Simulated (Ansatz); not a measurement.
Here is the system:

Rb (bcc (W type), Im-3m), a = b = c = 5.671 Å, α = β = γ = 90.00°; the cell used has 1 atom.

This is the PBE-relaxed structure.

**Question.** All from PBE in the plane-wave PAW code Ansatz, unless another level is named. Give the bulk modulus (Birch–Murnaghan fit).

**Answer.** 2.8 GPa.

**Question.** Give the elastic constants (relaxed ions, GPa).

**Answer.** C11 = 3.0, C12 = 2.6, C44 = 2.0.

The PBE relaxation kept the symmetry of its start. As this level gives no gap, shear constants depend on the k-mesh and smearing (Fermi–Dirac, 0.1 eV here).

Potentials: the earlier of the program's two PAW sets.
